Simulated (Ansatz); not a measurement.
Notes on LaZn

```
Zn La
1.0
     3.71220    0.00000    0.00000
     0.00000    3.71220    0.00000
     0.00000    0.00000    3.71220
Zn La
1 1
Direct
  0.00000 0.00000 0.00000
  0.50000 0.50000 0.50000
```

Single point in Ansatz 0.2.0 with r2SCAN, no spin polarisation. Cutoff 500 eV, PAW datasets, 9×9×9 Γ-centred k mesh, fermi-dirac filling (width 0.0149 eV).

Task: What does the stress say?

Result: The pressure is 2.0 GPa (compression positive), so with the atoms held at these fractions the cell would first expand.

Task: Is it stable against the elements?

Result: -0.32 eV an atom against the elements' usual phases (free molecules for gases, crystals otherwise, with no correction for O₂ or N₂), so it is bound against them; other compounds may still compete. Relaxing would lower it.

Task: What do density and ELF say about some of the short contacts?

Result: Zn–La at 3.21 Å: least valence density 0.14 e/Å³ and ELF 0.18 there. Zn–Zn at 3.71 Å: least valence density 0.11 e/Å³ and ELF 0.56 there. La–La at 3.71 Å: least valence density 0.08 e/Å³ and ELF 0.06 there. These are pseudo-fields; inside the PAW spheres they differ from the all-electron ones.

Task: What happens at the Fermi level?

Result: It is a metal, with about 2.1 states/eV a cell as the mean within 0.25 eV of the Fermi level, mostly La d (75 %).

Origin: a database entry at a rescaled volume. Caveats: f levels without a U or exact exchange are poorly placed.
